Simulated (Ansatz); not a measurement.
The start is a generated cell, AlNi built in the CsCl structure type. The cell and all atomic positions are relaxed at zero pressure with PBEsol (plane waves to 420 eV, PAW, scalar-relativistic; Ansatz, an electronic-structure program). The first steps use a coarse 11×11×11 k-mesh.

Starting cell:
```yaml
crystal:
  lattice:
    - [2.95500, 0.00000, 0.00000]
    - [0.00000, 2.95500, 0.00000]
    - [0.00000, 0.00000, 2.95500]
  atoms:
    - { symbol: Al, position: [0.00000, 0.00000, 0.00000] }
    - { symbol: Ni, position: [0.50000, 0.50000, 0.50000] }
```
Spin-polarised start, with parallel moments on Ni.

Task: How large is the pressure on the unrelaxed cell, and of which sign?

Result: -13.3 GPa (negative: the cell is under tension).

Task: How much energy is released per atom?

Result: 0.05 eV/atom.

Task: How does the volume per atom move from start to end?

Result: -9.2 %, from 12.90 to 11.72 Å³/atom.

Task: How do the shortest distances between atoms change?

Result: The closest pairs of elements (up to four, under 3.6 Å), start → end: Al–Ni 2.56 → 2.48 Å; Al–Al 2.96 → 2.86 Å; Ni–Ni 2.96 → 2.86 Å.

Task: Is the relaxed structure metallic? Give its gap.

Result: No gap (metallic).

Task: What magnetic moments remain?

Result: Zero (the starting moments vanished).

Task: Give the final cell and atomic positions.

Result: 
```cif
data_AlNi
_chemical_formula_sum 'Al1 Ni1'
_space_group_name_H-M_alt 'Pm-3m'
_space_group_IT_number 221
_space_group_name_Hall '-P 4 2 3'
_cell_length_a 2.86183
_cell_length_b 2.86183
_cell_length_c 2.86183
_cell_angle_alpha 90.000
_cell_angle_beta 90.000
_cell_angle_gamma 90.000
loop_
_atom_site_label
_atom_site_type_symbol
_atom_site_symmetry_multiplicity
_atom_site_Wyckoff_symbol
_atom_site_fract_x
_atom_site_fract_y
_atom_site_fract_z
_atom_site_occupancy
Al1 Al 1 a 0.00000 0.00000 0.00000 1
Ni1 Ni 1 b 0.50000 0.50000 0.50000 1
```

The space group stays Pm-3m (No. 221) (the run could not lower it); the end is CsCl type, with 2 atoms in the primitive cell. Final values are on a 16×16×16 k-mesh of the relaxed cell. No spin polarisation in the result: the starting moments vanished. A magnetic state may lie lower.

The run could not lose the symmetry of its start; a randomly shaken copy of 2 atoms returns to this structure.

All atoms sit on sites fixed by symmetry, so only the cell could relax.
